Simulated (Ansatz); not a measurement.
The elements of this relaxed trial crystal are hidden behind letters.

```
lattice vectors (Å)
   4.0601    0.0000    0.0000
  -2.0301    3.5162    0.0000
   0.0000    0.0000   19.8905
fractional positions
X 0.0000 0.0000 0.0002
Z 0.3333 0.6667 0.8334
Z 0.6667 0.3333 0.6668
Z 0.0000 0.0000 0.5000
Z 0.3333 0.6667 0.3332
Z 0.6667 0.3333 0.1664
Q 0.0000 0.0000 0.8754
Q 0.3333 0.6667 0.7085
Q 0.6667 0.3333 0.5418
Q 0.0000 0.0000 0.3750
Q 0.3333 0.6667 0.2082
Q 0.6667 0.3333 0.0411
```

All numbers below come from DFT PBE, scalar-relativistic, plane waves, PAW (Ansatz 0.2.0). Settings of the last relaxation (12-atom cell): 420 eV, 12×12×2 k points, Gaussian smearing of 0.02 eV, no spin polarisation.

```
Space group                                 : P3m1 (No. 156)
Conventional cell                           : a = 4.060 Å, c = 19.890 Å
Volume per atom                             : 23.66 Å³
Density                                     : 4.83 g/cm³
Formation energy                            : −0.374 eV/atom
Gap on the 12×12×2 mesh of the 12-atom cell : 0.34 eV
```

Energies are uncorrected and count from the elements' standard states at the same level.

Q: X is a p-block element of period 3, Z is a p-block element of period 4 and Q is a p-block element of period 4. Which elements are they?

A: X = Al, Z = Ga, Q = As, so the formula is AlGa5As6. Density times volume gives a mean mass of 4.83 × 23.66/1.6605 = 68.8 u per atom, and this set has 68.8 u. Al has 4 As at 2.48 Å; Ga on its first site is surrounded by 4 As at 2.48–2.49 Å; As on its first site is surrounded by 1 Al at 2.48 Å and 3 Ga at 2.49 Å; 9 more sites not described. Other sets within the hints have nearly the same mass, so mass alone doesn't settle it; this one was computed.

Kohn–Sham gaps at this level usually fall short of measured ones. A later test with randomly moved atoms came back to the same energy, though modes that don't fit the test's cell weren't probed.
